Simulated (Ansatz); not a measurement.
An ordered 4-atom cell of K2BrF on the rocksalt lattice (R-3m) at its r2SCAN geometry, run in Ansatz 0.2.0 at 3 levels of theory. Non-magnetic throughout. Whether this structure exists isn't addressed.

The PBE+SOC input:
```yaml
crystal:
  lattice:
    - [2.0890765175, 1.2061288897, 6.9682933658]
    - [-2.0890765175, 1.2061288897, 6.9682933658]
    - [0.0, -2.4122577794, 6.9682933658]
  atoms:
    - { symbol: F, position: [1.0, 0.0, 0.0] }
    - { symbol: Br, position: [0.5, 0.5, 0.5] }
    - { symbol: K, position: [0.2671398782, 0.2671398782, 0.2671398782] }
    - { symbol: K, position: [0.7328601218, 0.7328601218, 0.7328601218] }
kpoints:
  mp_grid: { grid: [8, 8, 8] }
  band_path:
    path:
      - [0.0, 0.0, 0.0]
      - [0.5, 0.5, 0.5]
      - [0.8133603321, 0.1866396679, 0.5]
      - [0.5, -0.1866396679, 0.1866396679]
      - [0.5, 0.0, 0.0]
      - [0.3433198339, -0.3433198339, 0.0]
      - [0.6566801661, 0.0, 0.3433198339]
      - [0.5, 0.0, 0.5]
    npoints: 1
hamiltonian:
  xc: pbe
scf:
  occupations: { method: fixed }
  n_extra_bands: 10
magnetization:
  noncollinear: true
  spin_orbit: true
output:
  forces: true
  stress: true
  eigenvalues: true
```

Main results, then, where recorded, the levels near the gap in eV from the Fermi energy (columns number the bands from 0), one row a point of the path (Γ, T, H₂, H₀, L, S₀, S₂, F):
```
Crystal: 4 atoms, lattice volume = 105.348 Å³
Symmetry: 12 space group operations + 12 with time reversal
Magnetic group: BNS 166.98 (UNI 1328)
```
```
Basis set: ecut = 420 eV, 2033 PW (Γ), FFT grids on a1−a3, a2−a3, a3
k-points: 65 of 512
SCF converged after 10 iterations
Free energy (F): -6673.426428 eV
Fermi energy:    2.562677 eV
--- Forces (eV/Å), atoms counted from 1 ---
  atom   1  F       0.00000      0.00000      0.00000
  atom   2  Br      0.00000      0.00000      0.00000
  atom   3  K       0.00000      0.00000    -0.06965
  atom   4  K       0.00000      0.00000      0.06965
--- Stress (GPa, compression-positive) ---
        1.064588       0.000000       0.000000
        0.000000       1.064588       0.000000
        0.000000       0.000000       1.170524
  P = ⅓ Tr σ = 1.0999 GPa (10.999 kbar)
```
```tsv
band_24	band_25	band_26	band_27	band_28	band_29	band_30	band_31	band_32	band_33	band_34	band_35	band_36	band_37
-2.085	-2.085	-1.115	-1.115	-0.284	-0.284	0.000	0.000	3.975	3.975	6.722	6.722	7.158	7.158
-2.077	-2.077	-1.435	-1.435	-0.316	-0.316	-0.016	-0.016	5.388	5.388	5.617	5.617	6.362	6.362
-1.974	-1.974	-1.390	-1.390	-1.016	-1.016	-0.894	-0.894	6.499	6.499	7.100	7.100	7.214	7.214
-1.974	-1.974	-1.390	-1.390	-1.016	-1.016	-0.894	-0.894	6.499	6.499	7.100	7.100	7.214	7.214
-1.971	-1.971	-1.608	-1.608	-1.026	-1.026	-0.439	-0.439	6.112	6.112	6.688	6.688	6.765	6.765
-1.972	-1.972	-1.387	-1.387	-1.020	-1.020	-0.902	-0.902	6.499	6.499	7.127	7.127	7.294	7.294
-1.972	-1.972	-1.387	-1.387	-1.020	-1.020	-0.902	-0.902	6.499	6.499	7.127	7.127	7.294	7.294
-1.992	-1.992	-1.507	-1.507	-0.992	-0.992	-0.435	-0.435	5.722	5.722	6.891	6.891	7.106	7.106
```

The PBE+SOC gap is direct at Γ: 3.97 eV.

HSE06. Against the first input these blocks differ (the band path and keys that only write files left aside):
```yaml
kpoints:
  mp_grid: { grid: [6, 6, 6] }
hamiltonian:
  xc: hse06
scf:
  occupations: { method: fixed }
  n_extra_bands: 5
```
(magnetization left out)

```
Basis set: ecut = 420 eV, 2033 PW (Γ), FFT grids on a1−a3, a2−a3, a3
k-points: 32 of 216
Exchange kernel: α = 0.2500, screened, ω = 0.2079 Å⁻¹, Wigner–Seitz truncation, v(0) = 1046.8539 eV·Å³, q-mesh 6×6×6
hybrid outer 1: dexx = +6.419e-3 eV, tail = 1.43e-5 eV
hybrid outer 2: dexx = +2.548e-7 eV, tail = 7.16e-9 eV, Δε = 1.84e-3 eV, ΔF = 3.34e-7 eV/Å
hybrid SCF converged: 2 outer / 11 inner (+2 warm-up)
Free energy (F): -6676.604952 eV
Fermi energy:    1.540101 eV
--- Forces (eV/Å), atoms counted from 1 ---
  atom   1  F       0.00000      0.00000      0.00000
  atom   2  Br      0.00000      0.00000      0.00000
  atom   3  K       0.00000      0.00000    -0.05703
  atom   4  K       0.00000      0.00000      0.05703
--- Stress (GPa, compression-positive) ---
        0.573828       0.000000       0.000000
        0.000000       0.573828       0.000000
        0.000000       0.000000       0.687705
  P = ⅓ Tr σ = 0.6118 GPa (6.118 kbar)
```
```tsv
band_12	band_13	band_14	band_15	band_16	band_17	band_18
-2.624	-1.013	0.000	0.000	5.360	8.132	8.714
-2.618	-1.259	-0.013	-0.013	6.818	7.024	7.803
-2.506	-1.130	-0.976	-0.870	7.976	8.643	8.687
-2.506	-1.130	-0.976	-0.870	7.976	8.643	8.687
-2.508	-1.479	-0.901	-0.341	7.551	8.109	8.317
-2.505	-1.096	-1.020	-0.869	7.975	8.675	8.773
-2.505	-1.096	-1.020	-0.869	7.975	8.675	8.773
-2.516	-1.422	-0.880	-0.340	7.158	8.294	8.646
```

The HSE06 gap is direct at Γ: 5.36 eV. With the atoms held, the mean pressure is +0.6 GPa (compression positive). (The program warns that its thresholds are loose for a hybrid's stress.)

Problem. In the first input these blocks are replaced (the band path and keys that only write files left aside):
```yaml
kpoints:
  mp_grid: { grid: [6, 6, 6] }
hamiltonian:
  xc: pbe0
scf:
  occupations: { method: fixed }
  n_extra_bands: 5
```
(magnetization left out)
What comes out?

Solution.
```
Basis set: ecut = 420 eV, 2033 PW (Γ), FFT grids on a1−a2, a2, −a2+a3
k-points: 32 of 216
hybrid outer 1: dexx = +8.787e-3 eV, tail = 2.03e-5 eV
hybrid outer 2: dexx = +5.422e-7 eV, tail = 1.27e-8 eV, Δε = 2.46e-3 eV, ΔF = 3.93e-4 eV/Å
hybrid SCF converged: 2 outer / 11 inner (+2 warm-up)
Free energy (F): -6677.092976 eV
Fermi energy:    1.153237 eV
--- Forces (eV/Å), atoms counted from 1 ---
  atom   1  F       0.00000      0.00000      0.00000
  atom   2  Br      0.00000      0.00000      0.00000
  atom   3  K       0.00000      0.00000    -0.05620
  atom   4  K       0.00000      0.00000      0.05620
--- Stress (GPa, compression-positive) ---
        0.530274       0.000000       0.000000
        0.000000       0.530274       0.000000
        0.000000       0.000000       0.648660
  P = ⅓ Tr σ = 0.5697 GPa (5.697 kbar)
```
```tsv
band_12	band_13	band_14	band_15	band_16	band_17	band_18
-2.656	-1.026	0.000	0.000	6.089	8.859	9.476
-2.649	-1.280	-0.013	-0.013	7.572	7.755	8.540
-2.539	-1.154	-0.998	-0.883	8.728	9.404	9.432
-2.539	-1.154	-0.998	-0.883	8.728	9.404	9.432
-2.541	-1.509	-0.914	-0.348	8.299	8.844	9.076
-2.537	-1.119	-1.042	-0.882	8.727	9.435	9.518
-2.537	-1.119	-1.042	-0.882	8.727	9.435	9.518
-2.549	-1.451	-0.893	-0.347	7.899	9.034	9.409
```
The PBE0 gap is direct at Γ: 6.09 eV. The mean pressure at these positions is +0.6 GPa, compression counted positive. (The program warns that its thresholds are loose for a hybrid's stress.)

The hybrids run on coarser meshes, which limits their stresses and small splittings of levels.

Totals of different functionals, or with and without spin-orbit coupling, can't be compared.

Only the levels marked +SOC include spin-orbit coupling.
